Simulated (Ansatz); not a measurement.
Polymorphs of In, each relaxed with r²SCAN in the plane-wave PAW code Ansatz:

A: simple cubic (Pm-3m)
a = 3.0397 Å, b = 3.0397 Å, c = 3.0397 Å, α = 90.00°, β = 90.00°, γ = 90.00°

| atom | site | symmetry | x | y | z |
|---|---|---|---|---|---|
| In | 1a | m-3m | 0.0000 | 0.0000 | 0.0000 |

B: body-centred tetragonal (I4/mmm)
a = b = 3.2209 Å, c = 5.0518 Å, α = β = γ = 90.00°

| atom | site | symmetry | x | y | z |
|---|---|---|---|---|---|
| In | 2a | 4/mmm | 0.0000 | 0.0000 | 0.0000 |

C: diamond (Fd-3m)
a = b = c = 6.614 Å, α = β = γ = 90.00°

```json
[
 {"atom": "In", "site": "8b", "symmetry": "-43m", "x": "0.5000", "y": "0.5000", "z": "0.5000"}
]
```

Q: Put the candidates in order of energy per atom at 0 K, lowest first, for r²SCAN.

A: B (+0 meV/atom), A (+55 meV/atom), C (+288 meV/atom)

Constructed cells (a structure type filled with these elements, in neither database checked): A. Typed or built starts, not in the databases checked: C. Not the usual ambient phase: A; C. Unstable at this level: A; C. All cells were relaxed under the symmetry of their starts (and spin orders); stability against distortions was not tested throughout. Scalar-relativistic: spin–orbit coupling is off unless named, which matters more the heavier the elements.

Energies hold the estimated change up to a 700 eV cutoff; steps of a few meV lie near the error of the meshes.

Potentials: the later of the program's two PAW sets.
